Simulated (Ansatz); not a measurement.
GaAs (zinc blende) was relaxed and computed twice in Ansatz (plane waves, PAW), once with LDA and once with PBE.

|  | run 1 | run 2 |
|---|---|---|
| cell | a = 5.7445 Å, b = 5.7445 Å, c = 5.7445 Å, α = 90.00°, β = 90.00°, γ = 90.00° | a = b = c = 5.603 Å, α = β = γ = 90.00° |
| gap (eV) | 0.16 | 0.49 |
| ΔH_f (eV/atom) | -0.35 | -0.32 |
| B₀ by P(V) fit (GPa) | 60.2 | 74.0 |
| K_Hill (GPa) | 61.2 | 74.4 |
| G_Hill (GPa) | 40.7 | 46.0 |
| ε∞ | 15.8 | 14.0 |
| ε0 | 18.1 | 15.8 |
| highest Γ mode, no LO–TO term (cm⁻¹) | 252 | 269 |
| electron conductivity mass (mₑ) | 0.010 | 0.028 |
| Θ_D (K) | 325 | 342 |

Q: Which run used which functional?

A: Run 1 is PBE, run 2 is LDA.

All cells were relaxed under the symmetry of their starts (and spin orders); stability against distortions was not tested throughout. Scalar-relativistic: spin–orbit coupling is off unless named, which matters more the heavier the elements.

Potentials: the later of the program's two PAW sets.

Ansatz (a quantum-chemistry and plane-wave program) is a plane-wave DFT program.

Formation energies count from the lowest solids of the elements computed at the same level, not from gases.
